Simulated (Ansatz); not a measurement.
# Property card for PbI$_{2}$

PbI$_{2}$:
```
PbI2
1.0
   -3.24664     3.24664     7.07879
    3.24664    -3.24664     7.07879
    3.24664     3.24664    -7.07879
Pb I
2 4
Direct
  0.50000   0.50000   0.00000
  0.25000   0.75000   0.50000
  0.27037   0.27037   0.00000
  0.02037   0.52037   0.50000
  0.47963   0.97963   0.50000
  0.72963   0.72963   0.00000
```

Space group I4_1/amd (No. 141), anatase; conventional cell a = b = 6.493 Å, c = 14.158 Å, α = β = γ = 90.00°.

Method: DFT-PBE in the program Ansatz with PAW potentials. Structure relaxed to zero pressure with the same functional. Other levels are named where they apply.

**Cell and energy**

* **Volume per atom**: 49.74 Å³
* **Density**: 5.13 g/cm³
* **Formation energy from the elements (no fitted shifts)**: -0.62 eV/atom

**Electronic structure**

- Band gap = 2.03 eV (indirect)
- Valence-band maximum = on the Γ–X line, 93 % of the way from Γ
- Conduction-band minimum = off the standard path, at k = (-0.073, 0.073, 0.471) in fractions of the reciprocal vectors
- Smallest direct gap on the standard path = 2.07 eV
- Electron effective mass = 0.092, 1.1, 2.0 mₑ (principal values)
- Hole effective mass = 0.24, 0.26, 9.8 mₑ (principal values)

**Mechanics**

* **Bulk modulus (Birch–Murnaghan fit)**: 6.6 GPa
* **Pressure derivative B′**: 1.3

The cell is a constructed one: a structure type filled with these elements; neither database checked (COD, Materials Project) lists it. It is not the phase usual at ambient conditions (space group No. 164). Symmetry was held in the PBE relaxation; whether a distortion lowers the energy is not shown. The references are the lowest solids computed at this level, not always the standard phases. Spin–orbit coupling is left out wherever it is not named.

Potentials: the later of the program's two PAW sets.
